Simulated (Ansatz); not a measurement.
Total density of states per atom from r²SCAN in the plane-wave PAW code Ansatz, in 0.25 eV bins, energy from the Fermi level:

| E (eV) | states/eV/atom |
|---|---|
| -7.85 | 0.19 |
| -7.60 | 0.19 |
| -7.35 | 0.19 |
| -7.10 | 0.19 |
| -6.85 | 0.30 |
| -6.60 | 0.81 |
| -6.35 | 0.34 |
| -6.10 | 0.00 |
| -5.85 | 0.00 |
| -5.60 | 0.00 |
| -5.35 | 0.00 |
| -5.10 | 0.00 |
| -4.85 | 0.00 |
| -4.60 | 0.08 |
| -4.35 | 0.27 |
| -4.10 | 0.49 |
| -3.85 | 0.34 |
| -3.60 | 0.40 |
| -3.35 | 0.46 |
| -3.10 | 0.43 |
| -2.85 | 0.53 |
| -2.60 | 1.16 |
| -2.35 | 1.79 |
| -2.10 | 1.91 |
| -1.85 | 2.49 |
| -1.60 | 3.47 |
| -1.35 | 1.41 |
| -1.10 | 0.51 |
| -0.85 | 0.69 |
| -0.60 | 0.89 |
| -0.35 | 0.79 |
| -0.10 | 0.59 |
| 0.15 | 0.66 |
| 0.40 | 0.61 |
| 0.65 | 0.46 |
| 0.90 | 0.35 |
| 1.15 | 0.62 |
| 1.40 | 0.85 |
| 1.65 | 0.46 |
| 1.90 | 0.36 |
| 2.15 | 0.43 |
| 2.40 | 0.41 |
| 2.65 | 0.32 |
| 2.90 | 0.37 |
| 3.15 | 0.47 |
| 3.40 | 0.60 |
| 3.65 | 0.60 |
| 3.90 | 0.65 |
| 4.15 | 0.94 |
| 4.40 | 0.74 |
| 4.65 | 0.69 |
| 4.90 | 0.51 |

Q: Which compound is it?
A) TbGa2, P6/mmm (Ga on 2d, Tb on 1a)
B) Y2AlSi2, Immm (Y on 4j, Al on 2a, Si on 4h)
C) NaTl2GaF6, Fm-3m (Na on 4b, Tl on 8c, Ga on 4a, F on 24e)
D) YGaNi, Pnma (Y on 4c, Ga on 4c, Ni on 4c)

A: D, YGaNi, Pnma (Y on 4c, Ga on 4c, Ni on 4c). Within 0.5 eV of the Fermi level: Y 4d 34 %, Ga 4p 32 %, Ni 3d 25 %. Projections are on Löwdin-orthogonalised atomic valence shells; empty p or d shells of many metals are not among them.

The workflow started from a Materials Project entry (that database holds measured and hypothetical structures alike); the Crystallography Open Database copy checked does not list it. Whether it is the stable phase at ambient conditions was not checked. The cell was relaxed with r²SCAN under the symmetry of its start; whether a distortion lowers the energy is not shown. No spin polarisation was allowed. Spin–orbit coupling is left out wherever it is not named.

Potentials: the later of the program's two PAW sets.
